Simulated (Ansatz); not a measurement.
Data sheet: InPt3 (DFT)

InPt3 (Cu3Au type, Pm-3m), a = b = c = 3.964 Å, α = β = γ = 90.00°.

Space group Pm-3m (No. 221), Cu3Au type; conventional cell a = b = c = 3.964 Å, α = β = γ = 90.00°.

Method: DFT-LDA in the program Ansatz with PAW potentials. Structure relaxed to zero pressure with the same functional. Other levels are named where they apply.

Cell and energy:

```json
{
 "volume_per_atom": "15.58 Å³",
 "density": "18.66 g/cm³",
 "Formation energy from the elements (no fitted shifts)": "-0.38 eV/atom"
}
```

Electronic structure:

```json
{
  "electronic_character": "metallic (no gap)",
  "Density of states at the Fermi level": "0.83 states/eV per atom (mean over ±0.08 eV)"
}
```

Mechanics:

```json
{
  "Bulk modulus (Birch–Murnaghan fit)": "245 GPa",
  "Pressure derivative B′": "5.3",
  "Elastic constants (relaxed ions, GPa)": "C11 = 320, C12 = 208, C44 = 101",
  "mechanical_stability": "stable (all eigenvalues of C positive)",
  "hill_bulk_and_shear_moduli": "246 and 79.6 GPa",
  "Young's modulus": "215 GPa",
  "Poisson's ratio": "0.35",
  "debye_temperature_from_the_elastic_constants": "277 K"
}
```

Phonons:

```json
{
 "highest_zone_centre_frequency": "192 cm⁻¹",
 "zone_centre_stability": "no imaginary mode at Γ"
}
```

The first step of the workflow began from a Materials Project structure, measured or hypothetical; the Crystallography Open Database files this formula in space group No. 221, but the cells were not matched. Whether it is the stable phase at ambient conditions was not checked. The LDA relaxation kept the symmetry of its start. No spin polarisation was allowed. As this level gives no gap, shear constants depend on the k-mesh and smearing (Fermi–Dirac, 0.1 eV here). As this level gives no gap, phonon frequencies hold no LO–TO term and depend on the k-mesh and smearing (Fermi–Dirac, 0.1 eV here). The references are the lowest solids computed at this level, not always the standard phases. Spin–orbit coupling is left out wherever it is not named.

Potentials: the later of the program's two PAW sets.
